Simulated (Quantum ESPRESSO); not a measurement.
## Ga2ZnSiP4 (a curve over one atom's position)

Computed values, not a measurement. The program is pw.x of Quantum ESPRESSO 7.5 (plane-wave density functional theory). The cell is made up: 8 atoms on a zincblende/diamond lattice, with randomly drawn elements, strain and displacements, not relaxed. PseudoDojo standard norm-conserving files (v0.5 for PBE, v0.4.1 for LDA and PBEsol) set the functional; there is no spin polarisation, spin-orbit coupling or dispersion term, and the masses in the input are unused placeholders.

Seven runs move atom 2 (Zn, counted in the order of the input) along y and keep all else fixed.

Input of the run at -0.0061:

```
&control calculation='scf', pseudo_dir='./dojo.nc.sr.pbe.v0_5.standard.upf', outdir='./o', disk_io='medium', tprnfor=.true., tstress=.true. /
&system ibrav=0, nat=8, ntyp=4, nbnd=41, ecutwfc=84.00895049, nosym=.true., tot_charge=0,
 occupations='smearing', smearing='fd', degauss=0.0018374661
/
&electrons conv_thr=7.350e-09, electron_maxstep=60, /
ATOMIC_SPECIES
Ga 1.0 Ga.upf
P 1.0 P.upf
Si 1.0 Si.upf
Zn 1.0 Zn.upf
CELL_PARAMETERS angstrom
5.569 0.0 0.0
0.0 5.569 0.0
0.0 0.0 5.569
ATOMIC_POSITIONS angstrom
Ga 0.0219 0.0164 -0.0232
Zn -0.0007 2.7792 2.7545
Si 2.7905 0.0369 2.8115
Ga 2.7663 2.8148 -0.0324
P 1.3703 1.4294 1.386
P 1.3885 4.1411 4.1745
P 4.185 1.3963 4.1855
P 4.1383 4.1941 1.3588
K_POINTS automatic
4 4 4 1 1 1
```

| shift of atom 2 along y (Å) | free energy less that of the input shown (eV) | Fx on atom 2 (eV/Å) | Fy on atom 2 (eV/Å) | Fz on atom 2 (eV/Å) | pressure (GPa) | iterations |
| --- | --- | --- | --- | --- | --- | --- |
| -0.0920 | 0.0388 | -0.304 | 0.713 | 0.075 | -4.64 | 10 |
| -0.0468 | 0.0128 | -0.286 | 0.437 | 0.041 | -4.70 | 10 |
| -0.0061 | 0.0000 | -0.272 | 0.189 | 0.010 | -4.74 | 10 |
| +0.0159 | -0.0027 | -0.266 | 0.054 | -0.006 | -4.75 | 10 |
| +0.0628 | 0.0015 | -0.254 | -0.231 | -0.040 | -4.75 | 10 |
| +0.1073 | 0.0178 | -0.246 | -0.500 | -0.070 | -4.72 | 10 |

Question: one run is left out of the table, at +0.0836. Estimate its Fy on atom 2 (eV/Å).

Answer: -0.357. The whole row:

| shift of atom 2 along y (Å) | free energy less that of the input shown (eV) | Fx on atom 2 (eV/Å) | Fy on atom 2 (eV/Å) | Fz on atom 2 (eV/Å) | pressure (GPa) | iterations |
| --- | --- | --- | --- | --- | --- | --- |
| +0.0836 | 0.0076 | -0.250 | -0.357 | -0.054 | -4.74 | 10 |

A cubic fit gives dFy/dy = -6.11 eV/Å² at zero shift. Across the table the free energy follows the integral of the force to within 0.1 meV. A rerun of one of the cells at 1437 eV and a 6 x 6 x 6 mesh moved values by no more than 0.010 eV in energy, 0.02 GPa in stress and 0.003 eV/Å in force.